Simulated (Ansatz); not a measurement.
BN:
```xyz
2
Lattice="0.0000 3.3323 2.1620 1.2501 0.0000 2.1620 1.2501 3.3323 0.0000" Properties=species:S:1:pos:R:3 pbc="T T T"
B      1.2501     3.3323     0.0005
N      1.2501     3.3323     2.8823
```

Relaxed with r²SCAN+D4. Special points in fractions of this cell's reciprocal vectors: Γ (0.000, 0.000, 0.000); Y (0.500, 0.000, 0.500); T (1.000, 0.500, 0.500); Z (0.500, 0.500, 0.000); Σ0 (0.000, 0.369, 0.369); U0 (1.000, 0.631, 0.631); C0 (0.500, 0.298, 0.798); A0 (0.500, 0.702, 0.202); L (0.500, 0.500, 0.500).

Problem. List the band energies nearest the valence-band maximum at these points for DFT-r²SCAN+D4 in the program Ansatz with PAW potentials.

Solution. In eV from the valence-band maximum; about four levels below and three above (degenerate sets whole), none deeper than 8.9 eV; … stands for higher levels left out; points with the same levels are listed once.

```
k               below          above
--  -----------------  -------------
Γ   -4.53 -1.58 -1.57   5.34 12.21 …
Y   -6.65 -1.62 -1.56  10.74 12.15 …
T         -4.57 -1.78   4.01 10.46 …
Z         -4.50 -0.50    6.59 9.97 …
Σ0  -8.60 -7.26 -0.81   4.53 13.08 …
C0  -8.52 -7.42 -0.66   5.64 13.69 …
L         -4.51 -1.18   5.03 10.45 …
```

Space group Fmm2. The first step of the workflow began from a Materials Project structure, measured or hypothetical; the Crystallography Open Database copy checked does not list it. It is not the phase usual at ambient conditions (space group No. 186, 194, 216). The r²SCAN+D4 relaxation kept the symmetry of its start; its stability against distortions is not shown here.

Potentials: the later of the program's two PAW sets.
